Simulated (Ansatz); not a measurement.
Here is the system:

Ti₅Si₃ (space group P6_3/mcm)

```cif
data_Si6Ti10
_chemical_formula_sum 'Ti10 Si6'
_space_group_name_H-M_alt 'P63/mcm'
_space_group_IT_number 193
_space_group_name_Hall '-P 6c 2'
_cell_length_a 7.40354
_cell_length_b 7.40354
_cell_length_c 5.06894
_cell_angle_alpha 90.000
_cell_angle_beta 90.000
_cell_angle_gamma 120.000
loop_
_atom_site_label
_atom_site_type_symbol
_atom_site_symmetry_multiplicity
_atom_site_Wyckoff_symbol
_atom_site_fract_x
_atom_site_fract_y
_atom_site_fract_z
_atom_site_occupancy
Ti1 Ti 4 d 0.33333 0.66667 0.00000 1
Ti2 Ti 6 g 0.24960 0.24960 0.75000 1
Si1 Si 6 g 0.39238 0.39238 0.25000 1
```

The volume is varied about the relaxed value V₀ at fixed cell shape. The atoms relax within the cell's symmetry.

Method: PBEsol (plane waves to 420 eV, PAW, scalar-relativistic; Ansatz, a first-principles code). k mesh 6×6×8 (Γ-centred), Fermi-Dirac smearing 0.05 eV. Energies are smeared free energies. Compression counts positive. With the shape held, the modulus is that of even scaling; a crystal free to change shape is softer. Ti5Si3 is run without spin polarisation. Ti5Si3 was relaxed with its symmetry unable to fall. ΔE is measured from the relaxed starting cell.

The scan covers V/V₀ from 0.940 to 1.060 in 13 points.

Question: What bulk modulus at fixed cell shape B₀ follows from a third-order Birch-Murnaghan fit?

Answer: 150 GPa.

Question: What is the fitted pressure derivative B₀′?

Answer: 4.2.

(A scan under strain: stresses follow from slopes of the energy per volume, elastic moduli from its curvatures.)
